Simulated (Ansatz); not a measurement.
Frozen-phonon scan for Be (hcp, Mg type)

Starting cell, Be (hcp, Mg type):

```
Be
1.0
    4.52899     0.00000     0.00000
   -1.13225     1.96111     0.00000
    0.00000     0.00000     3.56090
Be
4
Cartesian
  0.00000   1.30741   2.67067
  2.26449   1.30741   2.67067
  1.13225   0.65370   0.89022
  3.39674   0.65370   0.89022
```

A phonon eigenvector at M = (0.5, 0.0, 0.0) is frozen into this cell: atom i moves by Q times the vector below, so Q is the largest atomic displacement, in Å. The cell is held. (q is in reciprocal vectors of the primitive cell; the cell shown is doubled to hold the pattern.)

| atom | x | y | z |
|---|---|---|---|
| Be1 | 0.000 | 0.000 | -1.000 |
| Be2 | 0.000 | 0.000 | 1.000 |
| Be3 | 0.000 | 0.000 | -1.000 |
| Be4 | 0.000 | 0.000 | 1.000 |

Computed with PBE (plane waves to 420 eV, PAW, scalar-relativistic; Ansatz, a program for electronic structure). k mesh 23×23×13 (Γ-centred), Fermi-Dirac smearing 0.05 eV. The energy includes the smearing's −TS. Compression counts positive. With partly filled bands, energies and forces of such displacements shift with the k mesh and the smearing. Be was relaxed with its symmetry unable to fall. The PAW data are Ansatz's earlier set. The zero of ΔE is the undisplaced structure.

| Q (Å) | ΔE (eV/cell) | P (GPa) | −dE/dQ from forces (eV/Å) |
|---|---|---|---|
| -0.100 | 0.124 | 1.1 | 2.536 |
| -0.083 | 0.085 | 0.8 | 2.087 |
| -0.067 | 0.054 | 0.5 | 1.649 |
| -0.050 | 0.030 | 0.3 | 1.223 |
| -0.033 | 0.013 | 0.1 | 0.810 |
| -0.017 | 0.003 | 0.0 | 0.404 |
| 0.000 | 0.000 | 0.0 | 0.000 |
| 0.017 | 0.003 | 0.0 | -0.404 |
| 0.033 | 0.013 | 0.1 | -0.810 |
| 0.050 | 0.030 | 0.3 | -1.223 |
| 0.067 | 0.054 | 0.5 | -1.649 |
| 0.083 | 0.085 | 0.8 | -2.087 |
| 0.100 | 0.124 | 1.1 | -2.536 |

What the scan shows:

- Energy at Q = 0.100 Å: 124 meV/cell
- Space group of the distorted cell: Pnnm (No. 58), lowered from P6_3/mmc
- Symmetry of the curve: even: the same for both signs
- Shape of the curve: a single well with its minimum at or next to zero displacement
- Harmonic wavenumber from the curvature (finite differences): 427 cm⁻¹
- Wavenumber by perturbation theory (DFPT, on another k mesh): 427 cm⁻¹

(For displaced atoms, the force is minus the slope of the energy, and its curvature is a force constant, which sets phonon frequencies.)
